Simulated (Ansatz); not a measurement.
**Data sheet: Si (DFT)**

Si:
```
Si
1.0
    1.91544    -5.35892     0.00000
    1.91544     5.35892     0.00000
    0.00000     0.00000    12.68364
Si
12
Cartesian
  1.91544  -2.75788   5.64511
  1.91544   2.75788   7.03853
  1.91544   2.75788  11.98693
  1.91544  -2.75788   0.69671
  1.91544   0.76435   8.33661
  1.91544  -0.76435   4.34703
  1.91544  -0.76435   1.99479
  1.91544   0.76435  10.68885
  1.91544  -5.05142   5.19272
  1.91544   5.05142   7.49092
  1.91544   5.05142  11.53454
  1.91544  -5.05142   1.14910
```

Space group Cmcm (No. 63); conventional cell a = 3.831 Å, b = 10.718 Å, c = 12.684 Å, α = β = γ = 90.00°.

Method: r²SCAN in the plane-wave PAW code Ansatz. Structure relaxed to zero pressure with the same functional. Other levels are named where they apply.

Cell and energy:

```yaml
volume_per_atom: 21.70 Å³
density: 2.15 g/cm³
```

Electronic structure:

```yaml
band_gap: 0.70 eV (indirect)
valence_band_maximum: at Y (k = 0.500, 0.500, 0.000)
conduction_band_minimum: on the Γ–Y line, 77 % of the way from Γ (k = 0.383, -0.383, 0.000) (2 equivalent valleys)
smallest_direct_gap_on_the_standard_path: 0.78 eV
electron_effective_mass: 0.13, 0.36, 3.3 mₑ (principal values)
hole_effective_mass: 0.14, 0.41, 1.9 mₑ (principal values)
HSE06 gap on the r²SCAN cell: 1.04 eV
```

Mechanics:

```yaml
Bulk modulus (Birch–Murnaghan fit): 83.4 GPa
Pressure derivative B′: 4.2
Elastic constants (relaxed ions, GPa): C11 = 172, C22 = 208, C33 = 153, C12 = 37.2, C13 = 36.7, C23 = 43.1, C44 = 36.8, C55 = 42.4, C66 = 53.5
mechanical_stability: stable (all eigenvalues of C positive)
hill_bulk_and_shear_moduli: 84.4 and 52.3 GPa
Young's modulus: 130 GPa
Poisson's ratio: 0.24
debye_temperature_from_the_elastic_constants: 584 K
```

Dielectric response:

```yaml
Electronic dielectric constant ε∞ (DFPT): 11.3 (xx), 12.7 (yy), 10.0 (zz)
```

Phonons:

```yaml
highest_zone_centre_frequency: 536 cm⁻¹
zone_centre_stability: no imaginary mode at Γ
dynamical_stability_on_the_path: stable (no imaginary branch)
zero_point_energy: 61.3 meV/atom
Vibrational entropy at 300 K: 19.3 J/(K·mol of atoms)
```

The first step of the workflow began from a Materials Project structure, measured or hypothetical; the Crystallography Open Database copy checked does not list it. It is not the phase usual at ambient conditions (space group No. 227). Symmetry was held in the r²SCAN relaxation.

Potentials: the earlier of the program's two PAW sets.
